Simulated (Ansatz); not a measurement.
How SrSi2Ag2 stores the work of compression

Method: Ansatz 0.2.0, DFT PBEsol, scalar-relativistic, plane waves, PAW. Settings: 420 eV cutoff, 12×12×12 k-mesh, Gaussian smearing of 0.10 eV, no spin polarisation.

The relaxed crystal:

```
Sr Si Ag
1.0
    -2.16696    2.16696    5.19886
     2.16696   -2.16696    5.19886
     2.16696    2.16696   -5.19886
Sr Si Ag
1 2 2
Direct
  0.00000 0.00000 0.00000
  0.38761 0.38761 0.00000
  0.61239 0.61239 0.00000
  0.75000 0.25000 0.50000
  0.25000 0.75000 0.50000
```

Cell and atoms were relaxed at each target pressure within the start's symmetry (I4/mmm), at zero temperature; other phases can be more stable under pressure. H = E + PV with P the target; E is the free energy at the smearing used, whose derivative the pressure is, per atom and counted from zero pressure.

| P (GPa) | V (Å³/atom) | E − E0 (meV) | H − H0 (meV) |
| --- | --- | --- | --- |
| 0 | 19.530 | 0.0 | 0.0 |
| 2 | 19.093 | 2.7 | 241.0 |
| 5 | 18.530 | 14.8 | 593.1 |
| 10 | 17.766 | 50.0 | 1158.8 |
| 20 | 16.608 | 156.1 | 2229.3 |
| 40 | 15.077 | 435.4 | 4199.5 |

Question: Thermodynamics gives dH/dP = V along a relaxed path. Integrate V over P by the trapezoid rule and compare with the computed enthalpies.

Answer: With 1 eV/Å³ = 160.22 GPa, each step adds the mean volume times ΔP / 160.22:
```tsv
P (GPa)	∫V dP (meV)	H − H0 (meV)	difference (meV)
2	241.1	241.0	0.1
5	593.3	593.1	0.2
10	1159.6	1158.8	0.8
20	2232.4	2229.3	3.1
40	4210.0	4199.5	10.5
```

V(P) curves upward, so the trapezoid rule runs high; integrating a smooth curve through the same points (P as a polynomial of degree 4 in ln V) puts that excess at about 10.5 meV at 40 GPa, against the 10.5 meV found.

Question: At 40 GPa, how much of the enthalpy change is stored energy and how much is the PV term?

Answer: E rises by 435 meV/atom and PV is 40 × 15.077 / 160.22 = 3764 meV/atom, so PV makes 90 % of ΔH. So between rival structures at high pressure a small difference in volume can outweigh the difference in energy: 1 % of this volume is worth 37.6 meV/atom at this pressure.

Question: What bulk modulus do the lowest pressures give?

Answer: From the pressures that the runs reached, -2.06 GPa (20.049 Å³) and 2.00 GPa (19.093 Å³), B = −ΔP/Δln V = 4.06 / 0.0489 = 83 GPa, a mean over that range.